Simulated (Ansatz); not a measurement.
**Energy against volume for Mo3S4 (space group R-3)**

Mo$_{3}$S$_{4}$ (space group R-3)

```cif
data_Mo6S8
_chemical_formula_sum 'Mo6 S8'
_space_group_name_H-M_alt 'P 1'
_space_group_IT_number 1
_cell_length_a 6.39482
_cell_length_b 6.39482
_cell_length_c 6.39482
_cell_angle_alpha 91.154
_cell_angle_beta 91.154
_cell_angle_gamma 91.154
loop_
_space_group_symop_operation_xyz
  'x, y, z'
loop_
_atom_site_label
_atom_site_type_symbol
_atom_site_fract_x
_atom_site_fract_y
_atom_site_fract_z
_atom_site_occupancy
Mo1 Mo 0.40581 0.55183 0.21141 1
Mo2 Mo 0.59419 0.44817 0.78859 1
Mo3 Mo 0.21141 0.40581 0.55183 1
Mo4 Mo 0.78859 0.59419 0.44817 1
Mo5 Mo 0.55183 0.21141 0.40581 1
Mo6 Mo 0.44817 0.78859 0.59419 1
S1 S 0.13170 0.73551 0.38788 1
S2 S 0.86830 0.26449 0.61212 1
S3 S 0.38788 0.13170 0.73551 1
S4 S 0.61212 0.86830 0.26449 1
S5 S 0.73551 0.38788 0.13170 1
S6 S 0.26449 0.61212 0.86830 1
S7 S 0.22064 0.22064 0.22064 1
S8 S 0.77936 0.77936 0.77936 1
```

Equation-of-state scan: isotropic scaling of the cell above, V₀ being its volume. The atoms relax within the cell's symmetry.

These are PBEsol (plane waves to 420 eV, PAW, scalar-relativistic; Ansatz, a program for electronic structure) values and carry that method's errors. k mesh 6×6×6 (Γ-centred), Fermi-Dirac smearing 0.05 eV. The energy includes the smearing's −TS. Compression counts positive. The points do not follow one Birch-Murnaghan curve well, so no fit is quoted. At this level the bands of Mo3S4 touch or barely overlap. Mo3S4 is run without spin polarisation. Mo3S4 was relaxed with its symmetry unable to fall. The zero of ΔE is the relaxed starting cell.

```tsv
V (Å³/cell)	ΔE (kJ/mol of atoms)	P (GPa)
219.53	15.0	19.5
226.50	9.9	15.0
233.47	6.0	11.1
240.44	3.2	7.7
247.41	1.4	4.7
254.38	0.3	2.2
261.35	0.0	0.0
268.32	0.3	-1.9
275.28	1.1	-3.5
282.25	2.3	-4.8
289.22	3.9	-5.8
296.19	5.8	-6.1
303.16	7.5	-5.5
```

Derived quantities:

Pressure at the smallest volume: 19.5 GPa
Energy cost of the largest compression: 156 meV/atom
Energy cost of the largest expansion: 78 meV/atom

(Under strain, the slope of the energy per volume gives the stress and its curvature an elastic modulus.)
